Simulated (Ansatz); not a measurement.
In2O3 (bixbyite, Ia-3), plane-wave PAW PBE (Ansatz code), all energies at zero smearing, with the estimated change up to a 700 eV cutoff added, with one set of potentials and settings (totals compare only within such a set). Cell of 40 atoms (16 In, 24 O): -103187.214 eV.

```json
[
 {"element": "In", "reference phase": "I4/mmm, 1 atoms in the cell", "E (eV/atom)": "-5597.8481"},
 {"element": "O", "reference phase": "C2/m, 4 atoms in the cell, spin-polarised", "E (eV/atom)": "-565.0000"}
]
```

Formation energy per atom, worked out: (-103187.214 − 16×(-5597.8481) − 24×(-565.0000))/40 = -1.541 eV/atom (-149 kJ per mol of atoms), at 0 K, without zero-point energy or fitted corrections.

The PBE relaxation kept the symmetry of its start. The references are the lowest solids computed at this level, not always the standard phases (solids in place of the gases).

Potentials: the later of the program's two PAW sets.
